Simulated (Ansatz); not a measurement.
According to r²SCAN (plane waves, PAW; program Ansatz), AlGa$_{3}$As$_{4}$ in the tetragonal phase (P-4m2; Pearson symbol tP8) relaxes to a = 4.011 Å, c = 11.326 Å. Ga on 2e has 4 nearest neighbours from 2.45 Å (tetrahedral); As on 2g has 4 nearest neighbours from 2.45 Å (tetrahedral); Ga on 1b has 4 nearest neighbours from 2.45 Å (tetrahedral); As on 2g has 4 nearest neighbours from 2.45 Å (tetrahedral).

The Kohn–Sham gap is 1.29 eV (direct). The valence maximum lies at Γ and the conduction minimum at Γ. The screened hybrid HSE06 puts the gap at 1.68 eV. Gap from r²SCAN with spin–orbit coupling: 1.19 eV. The electron mass is 0.074, 0.074, 0.082 mₑ (principal values).

The bulk modulus is 73.2 GPa. The relaxed-ion elastic constants in GPa are C11 = 144, C12 = 24.3, C13 = 51.4, C33 = 117, C44 = 59.7, C66 = 32.9. The elastic constants imply a Debye temperature near 361 K. Bader charges are Ga +0.77 to +0.78, As -1.43 to -0.77, Al +2.08 e.

The start of the workflow was typed in or built on a structure type; neither database checked (COD, Materials Project) lists it. Its standing as an ambient phase is unchecked. The cell was relaxed with r²SCAN under the symmetry of its start; whether a distortion lowers the energy is not shown. Scalar-relativistic: spin–orbit coupling is off unless named, which matters more the heavier the elements.

Potentials: the earlier of the program's two PAW sets.
